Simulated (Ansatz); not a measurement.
Given:

BaCuSF:
Space group P4/nmm, origin choice 1 (No. 129); a = 4.035 Å, b = 4.035 Å, c = 8.962 Å, α = 90.00°, β = 90.00°, γ = 90.00°

```tsv
atom	site	symmetry	x	y	z
Ba	2c	4mm	0.5000	0.0000	0.1803
Cu	2b	-4m2	0.5000	0.5000	0.5000
S	2c	4mm	0.0000	0.5000	0.3561
F	2a	-4m2	0.0000	0.0000	0.0000
```

This is the PBEsol-relaxed structure.

Problem. All from PBEsol (plane waves, PAW; program Ansatz), unless another level is named. Predict the static dielectric constant ε0 (ions relaxed, cell fixed).

Solution. 14.2 (xx = yy), 12.9 (zz).

Problem. Next, the Born charges (a third of the trace)?

Solution. Ba +3.03, Cu +0.74, S -2.03, F -1.74 e.

Problem. And the electronic dielectric constant ε∞ (DFPT)?

Solution. 6.41 (xx = yy), 4.51 (zz).

The workflow started from a Materials Project entry (that database holds measured and hypothetical structures alike); the Crystallography Open Database copy checked does not list it. Its standing as an ambient phase is unchecked. Symmetry was held in the PBEsol relaxation; whether a distortion lowers the energy is not shown. No spin polarisation was allowed. No Hubbard U is applied. Scalar-relativistic: spin–orbit coupling is off unless named, which matters more the heavier the elements.

Potentials: the earlier of the program's two PAW sets. The files were generated under PBE; for other functionals the program regenerates the frozen cores, and for LDA and PBEsol the local potential too.
